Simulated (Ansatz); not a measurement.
One crystal and one scan (scan of one atom of the cell) at two levels, PBEsol (plane waves to 420 eV, PAW, scalar-relativistic; Ansatz, an electronic-structure program) and PBE (plane waves to 420 eV, PAW, scalar-relativistic; Ansatz), each from its own relaxed cell and on its own mesh. The cell shown is that of PBEsol.

AlFe (CsCl type)

```xyz
2
Lattice="2.8454 0.0000 0.0000 0.0000 2.8454 0.0000 0.0000 0.0000 2.8454" Properties=species:S:1:pos:R:3 pbc="T T T"
Al     0.0000     0.0000     0.0000
Fe     1.4227     1.4227     1.4227
```

Scan: atom 2 (Fe, nearest neighbour Al at 2.464 Å; its periodic images, 2.8 Å or more away, move with it) is displaced along Cartesian z, direction (0.000, 0.000, 1.000) in Cartesian axes, by s. The other atoms stay.

E stands for the smeared free energy. AlFe was relaxed with its symmetry unable to fall. Relaxed AlFe ends ferromagnetic. Other magnetic orders were not checked, so this need not be the ground state. (PBE) Relaxed AlFe ends ferromagnetic. (PBEsol) Relaxed AlFe ends ferromagnetic. With partly filled bands, energies and forces of such displacements shift with the k mesh and the smearing. Percentages come from the unrounded values.

Results of PBEsol:

```
Item                                                                                                                       Value
----------------------------------------------------------------  --------------------------------------------------------------
Lattice constant a (Å)                                                                                                     2.845
Magnetic moment of the relaxed cell (μB/cell)                                                                               0.68
Force constant k = d²E/ds² at s = 0 (finite differences) (eV/Å²)                                                            8.61
Zone-centre optical wavenumber from k (cm⁻¹)                                                                                 359
Shape of the curve                                                a single well with its minimum at or next to zero displacement
```

**Question.** What does PBE give for the same quantities?

**Answer.** 
```csv
quantity,PBE,PBEsol − PBE
Lattice constant a (Å),2.875,-0.030 (-1.0 %)
Magnetic moment of the relaxed cell (μB/cell),0.70,-0.02 (-2 %)
Force constant k = d²E/ds² at s = 0 (finite differences) (eV/Å²),7.97,+0.64 (+8.0 %)
Zone-centre optical wavenumber from k (cm⁻¹),345,+14 (+3.9 %)
```

PBEsol gives the higher value for: force constant k = d²E/ds² at s = 0; zone-centre optical wavenumber from k. PBEsol gives the lower value for: lattice constant a. Both give the same shape of the curve: a single well with its minimum at or next to zero displacement. Neither level is exact: the differences show how much the result hangs on the functional.

(A displaced cell: forces are minus the slopes of the energy, force constants its curvatures, and phonons follow from these.)
